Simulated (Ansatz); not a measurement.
## HfO2 (tetragonal-ZrO2 type, space group P4_2/nmc), frozen-phonon scan

Relaxed HfO$_{2}$ (tetragonal-ZrO2 type, space group P4_2/nmc):

```xyz
12
Lattice="7.2089 0.0000 0.0000 3.6044 3.6044 0.0000 0.0000 0.0000 5.2643" Properties=species:S:1:pos:R:3 pbc="T T T"
Hf     0.0000     0.0000     0.0000
Hf     3.6044     0.0000     0.0000
Hf     9.0111     1.8022     2.6321
Hf     5.4066     1.8022     2.6321
O      7.2089     1.8022     1.0173
O      3.6044     1.8022     1.0173
O      7.2089     1.8022     3.6494
O      3.6044     1.8022     3.6494
O      1.8022     0.0000     1.6149
O      5.4066     0.0000     1.6149
O      1.8022     0.0000     4.2470
O      5.4066     0.0000     4.2470
```

The atoms are displaced by Q × the pattern below (from a DFPT mode at M = (0.5, 0.5, 0.0), largest move 1; Q in Å), at fixed cell. It is one choice among 2 degenerate patterns. (q is in reciprocal vectors of the primitive cell; the cell shown is doubled to hold the pattern.)

| atom | x | y | z |
|---|---|---|---|
| O5 | -0.120 | 0.478 | 0.000 |
| O6 | 0.120 | -0.478 | 0.000 |
| O7 | 0.058 | -0.998 | 0.000 |
| O8 | -0.058 | 0.998 | 0.000 |
| O9 | -0.998 | 0.058 | 0.000 |
| O10 | 0.998 | -0.058 | 0.000 |
| O11 | 0.478 | -0.120 | 0.000 |
| O12 | -0.478 | 0.120 | 0.000 |

Atoms not listed stay in place.

Level of theory: PBE (plane waves to 420 eV, PAW, scalar-relativistic; Ansatz, a first-principles code). k mesh 9×9×6 (Γ-centred), Fermi-Dirac smearing 0.05 eV. Energies are smeared free energies. Compression counts positive. HfO2 is run without spin polarisation. HfO2 was relaxed with its symmetry unable to fall. Spin-orbit coupling is left out, though Hf is heavy. This is a high-temperature form of HfO2. ΔE is measured from the undisplaced structure.

| Q (Å) | ΔE (meV/cell) | −dE/dQ from forces (eV/Å) | P (GPa) |
|---|---|---|---|
| -0.180 | 175.3 | 2.225 | 0.97 |
| -0.150 | 116.4 | 1.714 | 0.67 |
| -0.120 | 71.7 | 1.278 | 0.42 |
| -0.090 | 39.1 | 0.904 | 0.24 |
| -0.060 | 17.0 | 0.576 | 0.10 |
| -0.030 | 4.2 | 0.280 | 0.03 |
| 0.000 | 0.0 | 0.000 | 0.00 |
| 0.030 | 4.2 | -0.280 | 0.03 |
| 0.060 | 17.0 | -0.576 | 0.10 |
| 0.090 | 39.1 | -0.904 | 0.24 |
| 0.120 | 71.7 | -1.278 | 0.42 |
| 0.150 | 116.4 | -1.714 | 0.67 |
| 0.180 | 175.3 | -2.225 | 0.97 |

What the scan shows:

The energy at Q = 0.180 Å is 175.3 meV/cell. Space group of the distorted cell: P222 (No. 16), lowered from P4_2/nmc. Symmetry of the curve: even: the same for both signs. Shape of the curve: a single well with its minimum at or next to zero displacement. Harmonic wavenumber from the curvature (finite differences): 178 cm⁻¹. Wavenumber by perturbation theory (DFPT, on another k mesh): 178 cm⁻¹.

(For displaced atoms, the force is minus the slope of the energy, and its curvature is a force constant, which sets phonon frequencies.)
